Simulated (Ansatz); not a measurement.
These are results of DFT PBE, scalar-relativistic, plane waves, PAW (Ansatz 0.2.0), not measurements. All cells share a 420 eV cutoff and Γ-centred k meshes spaced at most about 0.3 Å⁻¹ (about 0.25 or finer for metals, 2π included). Collinear spin in cells that started with moments and kept them past the coarse steps, no spin elsewhere.

All energies are static (0 K, no zero-point motion). All come from trial cells, and lower structures may exist.

Question: Which of these relaxed structures of RuBrF₃ is the lowest in energy?
1.

```cif
data_structure
_symmetry_space_group_name_H-M 'Immm'
_symmetry_Int_Tables_number 71
_cell_length_a 3.8436
_cell_length_b 5.0182
_cell_length_c 9.3251
_cell_angle_alpha 90.000
_cell_angle_beta 90.000
_cell_angle_gamma 90.000
_cell_volume 179.86
loop_
_atom_site_label
_atom_site_type_symbol
_atom_site_symmetry_multiplicity
_atom_site_Wyckoff_symbol
_atom_site_fract_x
_atom_site_fract_y
_atom_site_fract_z
_atom_site_occupancy
Ru1 Ru 2 d 0.00000 0.50000 0.00000 1
Br1 Br 2 a 0.00000 0.00000 0.00000 1
F1 F 4 i 0.00000 0.00000 0.62364 1
F2 F 2 b 0.50000 0.00000 0.00000 1
```

2.

```cif
data_structure
_symmetry_space_group_name_H-M 'Pm-3m'
_symmetry_Int_Tables_number 221
_cell_length_a 4.1911
_cell_length_b 4.1911
_cell_length_c 4.1911
_cell_angle_alpha 90.000
_cell_angle_beta 90.000
_cell_angle_gamma 90.000
_cell_volume 73.62
loop_
_atom_site_label
_atom_site_type_symbol
_atom_site_symmetry_multiplicity
_atom_site_Wyckoff_symbol
_atom_site_fract_x
_atom_site_fract_y
_atom_site_fract_z
_atom_site_occupancy
Ru1 Ru 1 a 0.00000 0.00000 0.00000 1
Br1 Br 1 b 0.50000 0.50000 0.50000 1
F1 F 3 d 0.50000 0.00000 0.00000 1
```

Answer: 2. It has the cubic perovskite type, space group Pm-3m (No. 221); the next, 1, with space group Immm (No. 71), lies 194 meV/atom higher. Largest moments: 2 1.8 μB, 1 1.1 μB. Counting Br or F atoms around Ru (for each partner element, those within 1.25 times its shortest distance or 1.15 times the sum of covalent radii, where it is the nearest in units of that sum or under 1.3; a plus sign parts groups by distance over the sum of covalent radii), the lowest has Ru 6 and the next has Ru 2+4.

No dispersion correction is applied, so the spacing and binding between layers, chains or molecules are poorly described (Immm), and this can change margins and order among such cells. The magnetic state reached may not be the lowest. Cells relaxed within their symmetry can be saddle points. Some structure types and database cells were kept out of the candidates from the start, so a known form may be missing.
